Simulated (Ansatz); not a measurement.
Here is the system:

ScAl (CsCl type, Pm-3m), a = b = c = 3.3696 Å, α = β = γ = 90.00°.

This is the r²SCAN-relaxed structure.

Problem. All from the program Ansatz at the r²SCAN level (PAW), unless another level is named. Estimate the bulk modulus (Birch–Murnaghan fit).

Solution. 81.6 GPa.

Problem. Predict the elastic constants (relaxed ions, GPa).

Solution. C11 = 99.2, C12 = 72.5, C44 = 98.7.

The workflow started from a Materials Project entry (that database holds measured and hypothetical structures alike); the Crystallography Open Database copy checked does not list it. With Sc and Al taken as one species the cell has the higher symmetry Im-3m, so it may be an ordered model of a mixed-site phase. Whether it is the stable phase at ambient conditions was not checked. The r²SCAN relaxation kept the symmetry of its start; of distortions, only those at the zone centre were tested. The run is not spin-polarised. As this level gives no gap, shear constants depend on the k-mesh and smearing (Fermi–Dirac, 0.1 eV here).

Potentials: the later of the program's two PAW sets.
